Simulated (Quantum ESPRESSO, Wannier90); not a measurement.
Tight-binding from DFT: ZrPbO3 (Amm2)

Cell from Materials Project (mp-20337), symmetrised, no further relaxation. COD (Crystallography Open Database) has the formula in 2 space groups, this one among them (matched by group alone). Level: PBEsol, no spin polarisation, no spin-orbit coupling; pw.x of Quantum ESPRESSO at 68 Ry with PseudoDojo potentials, 8×8×8 k-points, Wannier90. Density: 8×8×8 mesh, cold smearing 0.01 Ry. Spin-orbit coupling is left out although heavy elements are present.

```
begin unit_cell_cart
ang
    4.1763600000    0.0000000000    0.0000000000
    0.0000000000    2.9806950000    3.0669850000
    0.0000000000   -2.9806950000    3.0669850000
end unit_cell_cart
mp_grid = 8 8 8
```

Task: Which shells of neighbouring k-points and which b-vectors and weights does Wannier90 pick for this cell and mesh?

Result: 
```
 *---------------------------------- K-MESH ----------------------------------*
 +----------------------------------------------------------------------------+
 |                    Distance to Nearest-Neighbour Shells                    |
 |                    ------------------------------------                    |
 |          Shell             Distance (Ang^-1)          Multiplicity         |
 |          -----             -----------------          ------------         |
 |             1                   0.183717                      4            |
 |             2                   0.188058                      2            |
 |             3                   0.256082                      2            |
 |             4                   0.262902                      8            |
 |             5                   0.263495                      2            |
 |             6                   0.317716                      4            |
 |             7                   0.323721                      4            |
 |             8                   0.367433                      4            |
       ... (lines left out)
 +----------------------------------------------------------------------------+
 | The b-vectors are chosen automatically                                     |
 | The following shells are used:                       1,  2,  3             |
 +----------------------------------------------------------------------------+
 |                        Shell   # Nearest-Neighbours                        |
 |                        -----   --------------------                        |
 |                          1               4                                 |
 |                          2               2                                 |
 |                          3               2                                 |
 +----------------------------------------------------------------------------+
 | Completeness relation is fully satisfied [Eq. (B1), PRB 56, 12847 (1997)]  |
 +----------------------------------------------------------------------------+
 |                  b_k Vectors (Ang^-1) and Weights (Ang^2)                  |
 |                  ----------------------------------------                  |
 |            No.         b_k(x)      b_k(y)      b_k(z)        w_b           |
 |            ---        --------------------------------     --------        |
 |             1         0.000000   -0.131747    0.128041    14.403078        |
 |             2         0.000000    0.131747    0.128041    14.403078        |
 |             3         0.000000    0.131747   -0.128041    14.403078        |
 |             4         0.000000   -0.131747   -0.128041    14.403078        |
 |             5         0.188058    0.000000    0.000000    14.137939        |
 |             6        -0.188058    0.000000    0.000000    14.137939        |
 |             7         0.000000    0.000000    0.256082     0.422999        |
 |             8         0.000000    0.000000   -0.256082     0.422999        |
```
